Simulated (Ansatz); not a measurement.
Start of a relaxation of Al₂B₂As:

```cif
data_structure
_symmetry_space_group_name_H-M 'P4/mmm'
_symmetry_Int_Tables_number 123
_cell_length_a 3.4857
_cell_length_b 3.4857
_cell_length_c 6.6592
_cell_angle_alpha 90.000
_cell_angle_beta 90.000
_cell_angle_gamma 90.000
_cell_volume 80.91
loop_
_atom_site_label
_atom_site_type_symbol
_atom_site_symmetry_multiplicity
_atom_site_Wyckoff_symbol
_atom_site_fract_x
_atom_site_fract_y
_atom_site_fract_z
_atom_site_occupancy
Al1 Al 2 h 0.50000 0.50000 0.78544 1
B1 B 1 b 0.00000 0.00000 0.50000 1
B2 B 1 d 0.50000 0.50000 0.50000 1
As1 As 1 a 0.00000 0.00000 0.00000 1
```

Level of theory: Ansatz, DFT PBE, scalar-relativistic, plane waves, PAW. Cutoff 420 eV, Gaussian smearing, Γ-centred meshes. Cell and atoms relax first on a coarse mesh and then on a finer one. In between, the cell is made exact in the group found at 0.06 Å. In metals the finer mesh still leaves noise of several meV/atom or more. The steps can't lower the symmetry of their start. No spin polarisation.

A guess keeps its type if space group and coordination stay and the shape of the cell changes little (axis ratios within about 15 %, angles within 6°); the volume may change.

Problem. Will the relaxed cell still be of the starting type?

Solution. It doesn't keep its type. The symmetry stays P4/mmm (No. 123). The volume per atom shrinks by 15.2 %, from 16.2 to 13.7 Å³. The shortest distance goes from 1.90 Å (Al–B) to 1.94 Å (B–B). The ratio c/a of the conventional cell changes by a factor of 1.74. Counting neighbours within 15 % of an atom's shortest distance, the start has Al 1, As 8, B 2/4 and the end Al 1, As 12, B 4/6. In detail, at the end Al is surrounded by 1 B at 2.19 Å, 4 Al at 2.74 Å, 4 B at 2.93 Å and 4 As at 3.06 Å; B on its first site is surrounded by 4 B at 1.94 Å; As has 4 As at 2.74 Å and 8 Al at 3.06 Å; 1 more site not described.

```
CELL_PARAMETERS angstrom
2.74457 0.00000 0.00000
0.00000 2.74457 0.00000
0.00000 0.00000 9.11278
ATOMIC_POSITIONS crystal
Al 0.50000 0.50000 0.74082
Al 0.50000 0.50000 0.25918
B 0.00000 0.00000 0.50000
B 0.50000 0.50000 0.50000
As 0.00000 0.00000 0.00000
```

Energies over the elements count from the elements' standard structures at the same level, with no fitted energy shifts.

Problem. At what energy does it end?

Solution. +0.74 eV/atom. The separate elements lie lower, so it is unstable against them.

The last run used a 14×14×4 mesh (in the run's order of axes) for its 5-atom cell and Gaussian smearing of 0.10 eV. No dispersion correction is applied, so the spacing and binding between layers, chains or molecules are poorly described. The cell is a metal run without spin; a magnetic state may lie lower. The reference form of As is held partly by dispersion forces, which this level lacks. Symmetry constrained the relaxation, so the result can be a saddle point. Another cell of Al2B2As relaxed alike, in Cmmm, lies 0.49 eV/atom lower, so this cell isn't the stable form at this level.

In counts of neighbours, a slash parts the counts of unlike sites.
